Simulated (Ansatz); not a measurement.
**TeRh (P6_3/mmc), two-dimensional strain map**

Theory: DFT r2SCAN, scalar-relativistic, plane waves, PAW (Ansatz). The runs took a 500 eV cutoff, a Γ-centred 12×12×8 mesh and Gaussian smearing (0.15 eV). No spin polarisation. Energies are free energies at this smearing, counted from the undisturbed cell; pressure is positive in compression.

Reference structure (as given, not relaxed at this level; it stands at 3.4 GPa, and it needn't be the usual structure):

```xyz
4
Lattice="3.9900 0.0000 0.0000 -1.9950 3.4554 0.0000 0.0000 0.0000 5.6600" Properties=species:S:1:pos:R:3 pbc="T T T"
Te    0.0000    2.3036    1.4150
Te    1.9950    1.1518    4.2450
Rh    0.0000    0.0000    0.0000
Rh    0.0000    0.0000    2.8300
```

The cell is strained by p along both x and y and by q along z, fractional coordinates fixed. Points are written (p, q).

Energy above the undisturbed cell in meV/atom (a dash: not computed):

| p \ q | -0.050 | -0.025 | 0.000 | 0.025 | 0.050 |
| --- | --- | --- | --- | --- | --- |
| -0.050 | 313.5 | 223.3 | 158.1 | 112.2 | 81.9 |
| -0.025 | 151.3 | – | – | – | – |
| 0.000 | 62.3 | – | 0.0 | – | 8.5 |
| 0.050 | 49.4 | – | 46.5 | – | 105.0 |

Pressure in GPa:

```csv
p \ q,-0.050,-0.025,0.000,0.025,0.050
-0.050,37.5,30.0,23.5,17.9,12.9
-0.025,23.4,–,–,–,–
0.000,12.6,–,3.4,–,-3.1
0.050,-1.9,–,-8.0,–,-11.9
```